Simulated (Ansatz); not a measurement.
A geometry of Ni away from equilibrium: step 11 of the relaxation of a randomly generated symmetric cell of Ni (space group No. 123). Level of theory: PBE (plane waves to 420 eV, PAW, scalar-relativistic; Ansatz, an electronic-structure program). Γ-centred k-mesh 12×12×19 on the run's cell (coarser than for final values), Fermi–Dirac smearing 0.05 eV.

```yaml
crystal:
  lattice:
    - [2.34503, 0.00000, 0.00000]
    - [0.00000, 2.34503, 0.00000]
    - [0.00000, 0.00000, 2.17076]
  atoms:
    - { symbol: Ni, position: [0.50000, 0.50000, 0.50000] }
```
Spin-polarised start, with parallel moments on Ni.

Question: Which atoms carry the largest force, and which way does it point?

Answer: No atom: all forces are below 0.005 eV/Å; only the cell is out of equilibrium.

Question: What is the pressure?

Answer: +11.5 GPa, compression positive.

Question: How much energy per atom can still be gained by relaxing?

Answer: 0.08 eV/atom; the path ends in Pm-3m (No. 221) (AFLOW prototype A_cP1_221_a (A_h)).

Spin state reached: ferromagnetic (net 0.57 μB/atom), from parallel starting moments; other spin orders were not run from this start.

The run could not lower the symmetry of its start; a shaken copy of this end point relaxes with PBE to Fm-3m (No. 225), 0.71 eV/atom lower.

The end of the path is a generated cell of Ni: the first start was made by a random draw of sites in a space group, and the end was not matched to a known phase here, so it may be hypothetical. Known forms of Ni include space group No. 225.
